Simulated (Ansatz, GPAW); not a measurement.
This is a calculation of MgSn2N2 for Ansatz 0.2.0. Atoms were shifted at random by some hundredths of an Å from the given cell, which wasn't relaxed again for these runs. The cell comes from a database or a generator and needn't be the stable form of this composition.

input.yaml

```yaml
crystal:
  lattice:
    - [3.360549, 0.0, 0.0]
    - [0.0, 3.360549, 0.0]
    - [0.0, 0.0, 8.188394]
  atoms:
    - { symbol: Sn, position: [-0.00944, -0.009724, 0.303898] }
    - { symbol: Sn, position: [0.009374, -0.009464, 0.687346] }
    - { symbol: Mg, position: [0.499309, 0.503409, 0.005722] }
    - { symbol: "N", position: [0.498852, -0.016732, 0.848917] }
    - { symbol: "N", position: [-0.00212, 0.492794, 0.151793] }
hamiltonian:
  xc: pbe
  pseudopotentials: { kind: paw }
kpoints:
  mp_grid: { grid: [8, 8, 4] }
scf:
  occupations: { method: fermi_dirac, width: 0.05 }
output:
  forces: true
  stress: true
  eigenvalues: true
```

Potentials or basis: Ansatz PAW.

Command:

```bash
$ ansatz run input.yaml --threads 2 --pin off --max-ram 5120MiB --backend cpu --events-out ev --progress --plain --runs-dir out
```

Question: Set up the same calculation for GPAW 26.7.0 (ASE script). Potentials or basis there: GPAW PAW data sets (gpaw-data 1.2.1), cutoff 800 eV.

Answer: As run (cutoffs and basis follow the program's own potentials, and thresholds, step limits or extra output files can differ):

File run.py:

```python
from ase.dft.bandgap import bandgap
from ase.io import read, write
from ase.units import GPa
from gpaw import GPAW, PW

atoms = read('POSCAR')

calc = GPAW(mode=PW(800),
            xc='PBE',
            kpts={'size': (8, 8, 4), 'gamma': True},
            occupations={'name': 'fermi-dirac', 'width': 0.05},
            nbands=39,
            convergence={'density': 1e-05, 'energy': 1e-05},
            maxiter=150,
            txt='gpaw.txt')
atoms.calc = calc
energy = atoms.get_potential_energy()
forces = atoms.get_forces()
stress = atoms.get_stress()
calc.write('gs.gpw')
write('result.traj', atoms)
print(f'Energy: {energy:.6f} eV')
print('Forces (eV/A):')
print(forces.round(4))
print('Stress (GPa):', (stress / GPa).round(3))
print('Fermi level:', round(calc.get_fermi_level(), 4), 'eV')
print(f'Gap: {bandgap(calc)[0]:.4f} eV, direct: {bandgap(calc, direct=True)[0]:.4f} eV')
```

POSCAR

```
MgSn2N2
1.0
    3.3605490000      0.0000000000      0.0000000000
    0.0000000000      3.3605490000      0.0000000000
    0.0000000000      0.0000000000      8.1883940000
Sn Mg N
2 1 2
Direct
   -0.0094400000     -0.0097240000      0.3038980000
    0.0093740000     -0.0094640000      0.6873460000
    0.4993090000      0.5034090000      0.0057220000
    0.4988520000     -0.0167320000      0.8489170000
   -0.0021200000      0.4927940000      0.1517930000
```

Potentials or basis: GPAW PAW data sets (gpaw-data 1.2.1), pw.

Launch:

```sh
$ OMP_NUM_THREADS=1 python run.py
```

Both were run:

|  | Ansatz | GPAW |
| --- | --- | --- |
| Pressure | 0.1 GPa | -0.5 GPa |
| Largest force | 0.754 eV/Å | 0.759 eV/Å |

Ansatz's pressure holds a Pulay term of +0.24 GPa for its cutoff of 420 eV, which the other run lacks.

Where Ansatz's input types no cutoff or centring, it takes its own default and a Γ-centred mesh.

Pressure is positive in compression.
